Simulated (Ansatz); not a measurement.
## Kick test of a cell of Zr₂Si₂C

It was reached by relaxing an invented guess, and it needn't be the stable form of this composition.

Method: DFT PBE, scalar-relativistic, plane waves, PAW in Ansatz. Cutoff 420 eV; k points 12×12×6 on the computed 5-atom cell (Γ-centred); Gaussian smearing, width 0.10 eV; no spin polarisation.

The cell below (5 atoms, space group P-3m1 (No. 164)) is relaxed within its symmetry.

```
CELL_PARAMETERS angstrom
3.51566 0.00000 0.00000
-1.75783 3.04465 0.00000
0.00000 0.00000 7.42200
ATOMIC_POSITIONS crystal
Zr 0.33333 0.66667 0.83278
Zr 0.66667 0.33333 0.16722
Si 0.33333 0.66667 0.42468
Si 0.66667 0.33333 0.57532
C 0.00000 0.00000 0.00000
```

For the test a repeat of it with 10 atoms (edges 3.52, 3.52, 14.84 Å) was strained at random (σ = 1.5 % a component), the atoms were moved at random (σ = 0.10 Å), and all was relaxed again on a coarse 6×6×2 mesh (in the run’s order of axes) with 0.20 eV smearing, with no symmetry imposed.

Problem. What happens?

Solution. It returns, within 1 meV/atom of the unmoved cell on that mesh and with the same symmetry when read at 0.1 Å. No instability shows in this cell; modes of other wave vectors, which need another repeat, aren't tested.
